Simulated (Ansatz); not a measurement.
AlV4C3:
```
CELL_PARAMETERS angstrom
      2.90671     0.00000     0.00000
     -1.45335     2.51728     0.00000
      0.00000     0.00000    22.70807
ATOMIC_POSITIONS crystal
  Al 0.33333 0.66667 0.25000
  Al 0.66667 0.33333 0.75000
  V  0.00000 0.00000 0.84552
  V  0.00000 0.00000 0.15448
  V  0.00000 0.00000 0.34552
  V  0.00000 0.00000 0.65448
  V  0.66667 0.33333 0.94570
  V  0.33333 0.66667 0.05430
  V  0.33333 0.66667 0.44570
  V  0.66667 0.33333 0.55430
  C  0.33333 0.66667 0.89219
  C  0.66667 0.33333 0.10781
  C  0.66667 0.33333 0.39219
  C  0.33333 0.66667 0.60781
  C  0.00000 0.00000 0.50000
  C  0.00000 0.00000 0.00000
```

Relaxed with r²SCAN.

Map the electron localisation function on the plane through (0.333, 0.667, 0.250) spanned by u = [0, 0, 1] and v = [1, -1, 0] in lattice vectors, from DFT-r²SCAN in the program Ansatz with PAW potentials.

x is the fraction of u, y of v (the angle between them is 90°; rows are the nearest grid lines); atoms in the plane: Al at (0.00, 0.00), Al at (0.50, 0.33), V at (0.60, 0.67), V at (0.90, 0.67), V at (0.10, 0.67), V at (0.40, 0.67), V at (0.70, 0.33), V at (0.80, 0.00), V at (0.20, 0.00), V at (0.30, 0.33).
```
y \ x   0.000  0.100  0.175  0.275  0.375  0.450  0.550  0.625  0.725  0.825  0.900   1.00
------  -----  -----  -----  -----  -----  -----  -----  -----  -----  -----  -----  -----
1.00    0.029  0.334  0.743  0.131  0.502  0.419  0.419  0.502  0.131  0.743  0.334  0.029
0.920   0.018  0.178  0.624  0.230  0.740  0.396  0.396  0.740  0.230  0.624  0.178  0.018
0.840   0.456  0.172  0.131  0.609  0.491  0.249  0.249  0.491  0.609  0.131  0.172  0.456
0.760   0.691  0.738  0.132  0.789  0.276  0.125  0.125  0.276  0.789  0.132  0.738  0.691
0.680   0.694  0.689  0.162  0.755  0.518  0.111  0.111  0.518  0.755  0.162  0.689  0.694
0.600   0.681  0.758  0.197  0.788  0.364  0.122  0.122  0.364  0.788  0.197  0.758  0.681
0.520   0.595  0.374  0.434  0.511  0.097  0.302  0.302  0.097  0.511  0.434  0.374  0.595
0.480   0.520  0.162  0.591  0.222  0.119  0.494  0.494  0.119  0.222  0.591  0.162  0.520
0.400   0.362  0.582  0.764  0.393  0.223  0.750  0.750  0.223  0.393  0.764  0.582  0.362
0.320   0.312  0.691  0.784  0.534  0.228  0.798  0.798  0.228  0.534  0.784  0.691  0.312
0.240   0.376  0.572  0.663  0.266  0.381  0.732  0.732  0.381  0.266  0.663  0.572  0.376
0.160   0.234  0.359  0.177  0.089  0.717  0.585  0.585  0.717  0.089  0.177  0.359  0.234
0.0800  0.019  0.290  0.617  0.138  0.734  0.452  0.452  0.734  0.138  0.617  0.290  0.019
0.000   0.029  0.334  0.743  0.131  0.502  0.419  0.419  0.502  0.131  0.743  0.334  0.029
```

The density is the valence pseudo-density with augmentation charge, so density and ELF within about 1 Å of a nucleus are not all-electron values.

Space group P6_3/mmc. The start of the workflow was typed in or built on a structure type; the Crystallography Open Database copy checked does not list it. Whether it is the stable phase at ambient conditions was not checked. The r²SCAN relaxation kept the symmetry of its start; whether a distortion lowers the energy is not shown. The workflow began spin-polarised and lost its moments.

Potentials: the later of the program's two PAW sets.
